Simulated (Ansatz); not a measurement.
# ZrPbO4: phonons across the zone

These are results of DFT PBE, scalar-relativistic, plane waves, PAW (Ansatz 0.2.0), not measurements. Plane waves to 420 eV; Γ-centred k mesh 10×10×8; Fermi-Dirac smearing of 0.15 eV. No spin polarisation. Phonons by linear response, acoustic sum rule imposed.

Relaxed structure:
```
CELL_PARAMETERS angstrom
3.71585 0.00000 0.00000
0.00000 3.71585 0.00000
0.00000 0.00000 5.28101
ATOMIC_POSITIONS crystal
Zr 0.50000 0.50000 0.50000
Pb 0.00000 0.00000 0.00000
O 0.50000 0.00000 0.73862
O 0.00000 0.50000 0.26138
O 0.50000 0.00000 0.26138
O 0.00000 0.50000 0.73862
```

The structure comes from a generated guess, relaxed at this level; another structure or a mixture of phases may lie lower. In a metal, frequencies and elastic constants depend on the k mesh and the smearing, soft modes and shear constants most. Spin–orbit coupling is left out, which matters for heavy elements. The q mesh is coarse, so values between its points are rough. A semilocal functional can close a gap that the real compound has.

Force constants from linear response on a 2×2×1 q mesh.

Problem. Is the structure dynamically stable on this mesh?

Solution. No: at q = (0.000, 0.000, 0.000) a mode is imaginary, 362i cm⁻¹.

Problem. Give the frequencies (cm⁻¹; i marks imaginary ones) at the irreducible q points, in fractions of the reciprocal vectors.

Solution.
```json
{"q": "0.000 0.000 0.000", "star": "1", "frequencies": "362i 0 0 0 57 57 110 110 208 215 215 242 415 450 450 475 475 556"}
{"q": "0.000 -0.500 0.000", "star": "2", "frequencies": "215i 60 85 99 144 151 167 174 229 333 347 358 398 421 461 473 502 522"}
{"q": "-0.500 -0.500 0.000", "star": "1", "frequencies": "357i 217i 60i 16 16 88 88 101 122 231 231 235 456 468 468 475 520 604"}
```
